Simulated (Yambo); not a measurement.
Yambo run on RuP₂ (space group Pnnm, No. 58). The wavefunctions are PBEsol (pw.x of Quantum ESPRESSO, ONCV potentials, no spin-orbit coupling) ones on a 2×2×4 mesh (26 occupied bands); a = 5.110 Å, b = 5.900 Å, c = 2.898 Å, α = β = γ = 90.00°.

Yambo input:

```
rim_cut
gw0
dyson
el_el_corr
HF_and_locXC
cohsex
em1s
RandQpts= 1000000
RandGvec= 1 Ry
EXXRLvcs= 84 Ry
VXCRLvcs= 336 Ry
Chimod= "HARTREE"
% BndsRnXs
 9 | 171 |
%
NGsBlkXs= 8 Ry
% LongDrXs
 1.0 | 1.0 | 1.0 |
%
ExtendOut
% QPkrange
 2 | 2 | 27 | 27 |
 6 | 6 | 26 | 27 |
%
```

k points by index: 2 = (0, 0, 0.25), 6 = (0, -0.5, -0.5).

Table of the .qp output:

```
#    K-point    Band    Eo [eV]    E [eV]    E-Eo [eV]    Vxc [eV]    Vnlxc [eV]    Sc|Eo [eV]    Re(Z)    Im(Z)
#
    2    27    0.480510    -0.739599    -1.220109    -18.25162    -15.21361    -4.258119    1.000000    0.000000
    6    26    0.000000    -2.419400    -2.419400    -13.15944    -14.95447    -0.624372    1.000000    0.000000
    6    27    1.320833    0.482248    -0.838585    -20.16225    -15.81740    -5.183436    1.000000    0.000000
```
(The two width columns are left out.) Convergence of these settings isn't established.

Geometry of the Materials Project entry, not relaxed at this level.
